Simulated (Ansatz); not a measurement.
Total density of states per atom from PBEsol in the plane-wave PAW code Ansatz, in 0.25 eV bins, energy from the valence-band maximum:

| E (eV) | states/eV/atom |
|---|---|
| -7.85 | 0.00 |
| -7.60 | 0.00 |
| -7.35 | 0.00 |
| -7.10 | 0.00 |
| -6.85 | 0.00 |
| -6.60 | 0.00 |
| -6.35 | 0.00 |
| -6.10 | 0.00 |
| -5.85 | 0.00 |
| -5.60 | 0.00 |
| -5.35 | 0.00 |
| -5.10 | 0.00 |
| -4.85 | 0.00 |
| -4.60 | 0.00 |
| -4.35 | 0.00 |
| -4.10 | 0.00 |
| -3.85 | 0.00 |
| -3.60 | 0.00 |
| -3.35 | 0.00 |
| -3.10 | 0.00 |
| -2.85 | 0.00 |
| -2.60 | 0.04 |
| -2.35 | 0.32 |
| -2.10 | 1.17 |
| -1.85 | 1.50 |
| -1.60 | 1.44 |
| -1.35 | 0.92 |
| -1.10 | 1.21 |
| -0.85 | 1.49 |
| -0.60 | 2.07 |
| -0.35 | 1.20 |
| -0.10 | 0.64 |
| 0.15 | 0.00 |
| 0.40 | 0.00 |
| 0.65 | 0.00 |
| 0.90 | 0.00 |
| 1.15 | 0.00 |
| 1.40 | 0.00 |
| 1.65 | 0.00 |
| 1.90 | 0.00 |
| 2.15 | 0.00 |
| 2.40 | 0.00 |
| 2.65 | 0.00 |
| 2.90 | 0.00 |
| 3.15 | 0.00 |
| 3.40 | 0.00 |
| 3.65 | 0.00 |
| 3.90 | 0.00 |
| 4.15 | 0.00 |
| 4.40 | 0.00 |
| 4.65 | 0.02 |
| 4.90 | 0.03 |
| 5.15 | 0.05 |
| 5.40 | 0.06 |
| 5.65 | 0.08 |
| 5.90 | 0.12 |
| 6.15 | 0.21 |
| 6.40 | 0.40 |
| 6.65 | 0.59 |
| 6.90 | 0.43 |
| 7.15 | 1.00 |
| 7.40 | 0.53 |
| 7.65 | 0.37 |
| 7.90 | 0.12 |
| 8.15 | 0.20 |
| 8.40 | 0.45 |
| 8.65 | 0.78 |
| 8.90 | 1.20 |
| 9.15 | 0.68 |

Task: Which compound is it?
A) NaPt3O4, Pm-3n (Na on 2a, Pt on 6c, O on 8e)
B) Nb, fcc (Cu type)
C) Si3N4, I-43d (N on 16c, Si on 12b)
D) NaCl, NiAs type

Result: D, NaCl, NiAs type. Top 1 eV of the valence band: Cl 3p 99 %. Bottom 1 eV of the conduction band: Na 3s 71 %, Cl 3s 20 %, Cl 3p 7 %. Projections are on Löwdin-orthogonalised atomic valence shells; empty p or d shells of many metals are not among them.

Space group P6_3/mmc (NiAs type). The first step of the workflow began from a Materials Project structure, measured or hypothetical; the Crystallography Open Database copy checked does not list it. It is not the phase usual at ambient conditions (space group No. 225). The cell was relaxed with PBEsol under the symmetry of its start; phonons on a q-mesh show no instability.

Potentials: the earlier of the program's two PAW sets.
